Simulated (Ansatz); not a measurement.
GaAs:
```
GaAs
1.0
    0.00000     2.87224     2.87224
    2.87224     0.00000     2.87224
    2.87224     2.87224     0.00000
As Ga
1 1
Direct
  0.75000   0.75000   0.75000
  0.00000   0.00000   0.00000
```

Relaxed with PBE. Special points in fractions of this cell's reciprocal vectors: Γ (0.000, 0.000, 0.000); X (0.500, 0.000, 0.500); U (0.625, 0.250, 0.625); K (0.375, 0.375, 0.750); L (0.500, 0.500, 0.500); W (0.500, 0.250, 0.750).

Task: List the band energies nearest the valence-band maximum at these points for the program Ansatz at the PBE level (PAW).

Result: In eV from the valence-band maximum; about four levels below and three above (degenerate sets whole), none deeper than 8.9 eV; points with the same levels are listed once.

| k | below | above |
|---|---|---|
| Γ | 0.00 0.00 0.00 | 0.16 3.72 3.72 3.72 |
| X | -6.60 -2.51 -2.51 | 1.56 1.68 9.80 9.80 |
| U | -6.42 -3.61 -2.12 | 1.99 4.53 7.70 |
| L | -6.38 -1.07 -1.07 | 0.87 4.63 4.63 |
| W | -6.43 -3.31 -3.12 | 4.40 4.70 5.26 |

Space group F-43m (zinc blende). The PBE relaxation kept the symmetry of its start; phonons on a q-mesh show no instability. Spin–orbit coupling is left out wherever it is not named.

Potentials: the later of the program's two PAW sets.
